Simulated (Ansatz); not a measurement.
Cs2P2Pd:
```
CELL_PARAMETERS angstrom
      3.45427    -7.49904     0.00000
      3.45427     7.49904     0.00000
      0.00000     0.00000     6.21955
ATOMIC_POSITIONS crystal
  Cs 0.78749 0.21251 0.25000
  Cs 0.21251 0.78749 0.75000
  Cs 0.41721 0.58279 0.25000
  Cs 0.58279 0.41721 0.75000
  P  0.94281 0.74392 0.25000
  P  0.05719 0.25608 0.75000
  P  0.74392 0.94281 0.75000
  P  0.25608 0.05719 0.25000
  Pd 0.00000 0.00000 0.00000
  Pd 0.00000 0.00000 0.50000
```

Relaxed with r²SCAN. Independent-particle spectrum: no excitons, no local fields, no scissors shift; 0.1 eV broadening; ε₁ of the summed bands alone.

### Question
Tabulate the dielectric function from plane-wave PAW r²SCAN (Ansatz code).

### Answer


```csv
E (eV),ε₁ xx,ε₂ xx,ε₁ yy,ε₂ yy,ε₁ zz,ε₂ zz
0.0,6.21,0.00,8.08,0.00,9.56,0.00
0.4,6.27,0.00,8.26,0.00,9.83,0.00
0.8,6.47,0.00,8.92,0.00,10.83,0.00
1.2,6.91,0.00,10.78,0.00,13.72,0.00
1.6,7.97,0.41,16.56,8.36,24.87,13.51
2.0,8.17,1.70,7.95,11.73,1.48,17.57
2.4,9.78,4.72,0.46,4.53,-2.62,6.38
2.8,5.51,6.02,3.89,3.65,-0.40,3.53
3.2,4.76,3.79,4.41,2.71,1.20,2.56
3.6,5.51,3.05,6.95,5.74,3.18,2.85
4.0,6.83,6.15,1.66,8.13,3.09,3.86
4.4,3.42,6.53,-0.17,3.66,2.16,4.14
4.8,1.90,5.75,1.07,2.80,2.20,3.63
5.2,1.88,4.61,1.87,2.93,1.86,4.26
5.6,1.90,5.36,1.77,2.67,1.16,3.29
6.0,1.17,4.68,1.81,2.90,1.47,3.05
6.4,0.88,3.87,1.63,3.06,1.24,2.95
6.8,1.64,4.01,1.89,2.65,1.88,2.55
7.2,0.83,4.50,1.70,3.12,1.71,3.28
7.6,-0.34,3.90,1.26,3.44,1.34,3.35
8.0,-0.22,3.36,0.61,2.73,0.44,3.35
8.4,-0.23,2.53,0.76,2.21,0.38,2.40
8.8,-0.20,2.04,1.07,1.99,0.43,2.10
9.2,0.19,1.85,1.53,2.54,0.78,2.04
9.6,0.31,1.67,0.83,2.44,0.78,2.25
10.0,0.51,1.43,0.51,2.20,0.21,1.45
10.4,0.77,1.28,0.83,1.60,0.92,1.12
10.8,1.11,1.82,1.23,1.62,1.41,1.43
11.2,0.62,1.55,1.42,1.85,1.28,1.63
11.6,1.18,1.43,1.87,2.02,1.76,1.95
12.0,1.32,1.62,1.19,3.04,1.10,1.91
```

### Question
From ε at 3.2 eV (xx: 4.76 + 3.79i), find n, k, the normal reflectivity and the absorption coefficient.

### Answer
n = 2.33, k = 0.816, R = 21 %, α = 2kE/ħc = 260000 cm⁻¹.

With all bands, ε∞ without local fields is 6.32 (xx), 8.19 (yy), 9.68 (zz).

Space group Cmcm. The first step of the workflow began from a Materials Project structure, measured or hypothetical; the Crystallography Open Database copy checked does not list it. Its standing as an ambient phase is unchecked. The r²SCAN relaxation kept the symmetry of its start; its stability against distortions is not shown here. The run is not spin-polarised. Scalar-relativistic: spin–orbit coupling is off unless named, which matters more the heavier the elements.

Potentials: the later of the program's two PAW sets.
